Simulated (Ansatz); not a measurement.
The relaxed structure here is a generated cell of CrI3: the first start was made by placing the elements on the sites of a structure type, and the end was not matched to a known phase here, so it may be hypothetical. Known forms of CrI3 include space group No. 148.

The end point of a relaxation of CrI3. Space group I4/mmm (No. 139). The numbers are results of PBEsol (plane waves to 420 eV, PAW, scalar-relativistic; Ansatz, a program for electronic structure), not measurements.

Space group I4/mmm (No. 139); a = b = 4.357 Å, c = 14.420 Å, α = β = γ = 90.00°

| atom | site | symmetry | x | y | z |
|---|---|---|---|---|---|
| I | 2b | 4/mmm | 0.0000 | 0.0000 | 0.5000 |
| I | 4d | -4m2 | 0.0000 | 0.5000 | 0.2500 |
| Cr | 2a | 4/mmm | 0.0000 | 0.0000 | 0.0000 |
(The calculation used a cell of 4 atoms; values per cell refer to that cell.)

Estimate the magnetic moment that PBEsol returns for this input.

Net 1.21 μB/atom, ferromagnetic.

Spin state reached: ferromagnetic (net 1.21 μB/atom), from parallel starting moments; other spin orders were not run from this start.

The run could not lose the symmetry of its start, so the end can be a saddle point.

All atoms sit on sites fixed by symmetry, so only the cell could relax.
